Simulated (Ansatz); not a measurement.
**Ti5Al2C3: enthalpy under pressure, worked through**

Theory: DFT r2SCAN, scalar-relativistic, plane waves, PAW in Ansatz. Settings: 500 eV cutoff, 12×12×12 k-mesh, Gaussian smearing of 0.10 eV, no spin polarisation.

The relaxed crystal:

```
Ti Al C
1.0
     1.53183    0.88440   16.17323
    -1.53183    0.88440   16.17323
     0.00000   -1.76880   16.17323
Ti Al C
5 2 3
Direct
  0.50000 0.50000 0.50000
  0.78450 0.78450 0.78450
  0.69026 0.69026 0.69026
  0.30974 0.30974 0.30974
  0.21550 0.21550 0.21550
  0.59614 0.59614 0.59614
  0.40386 0.40386 0.40386
  0.86001 0.86001 0.86001
  0.13999 0.13999 0.13999
  0.00000 0.00000 0.00000
```

Cell and atoms were relaxed at each target pressure within the start's symmetry (R-3m), at zero temperature; other phases can be more stable under pressure. H = E + PV with P the target; E is the free energy at the smearing used, whose derivative the pressure is, per atom and counted from zero pressure.

| P (GPa) | V (Å³/atom) | E − E0 (meV) | H − H0 (meV) |
| --- | --- | --- | --- |
| 0 | 13.146 | 0.0 | 0.0 |
| 1 | 13.063 | 0.3 | 81.8 |
| 4 | 12.833 | 3.8 | 324.2 |
| 12 | 12.306 | 29.7 | 951.4 |
| 25 | 11.633 | 106.2 | 1921.3 |

**Question.** Thermodynamics gives dH/dP = V along a relaxed path. Integrate V over P by the trapezoid rule and compare with the computed enthalpies.

**Answer.** With 1 eV/Å³ = 160.22 GPa, each step adds the mean volume times ΔP / 160.22:
```csv
P (GPa),∫V dP (meV),H − H0 (meV),difference (meV)
1,81.8,81.8,0.0
4,324.2,324.2,0.0
12,951.9,951.4,0.5
25,1923.0,1921.3,1.7
```

V(P) curves upward, so the trapezoid rule runs high; integrating a smooth curve through the same points (P as a polynomial of degree 4 in ln V) puts that excess at about 1.9 meV at 25 GPa, against the 1.7 meV found.

**Question.** At 25 GPa, how much of the enthalpy change is stored energy and how much is the PV term?

**Answer.** E rises by 106 meV/atom and PV is 25 × 11.633 / 160.22 = 1815 meV/atom, so PV makes 94 % of ΔH. So between rival structures at high pressure a small difference in volume can outweigh the difference in energy: 1 % of this volume is worth 18.2 meV/atom at this pressure.

**Question.** What bulk modulus do the lowest pressures give?

**Answer.** From the pressures that the runs reached, -1.00 GPa (13.232 Å³) and 1.01 GPa (13.063 Å³), B = −ΔP/Δln V = 2.01 / 0.0128 = 157 GPa, a mean over that range.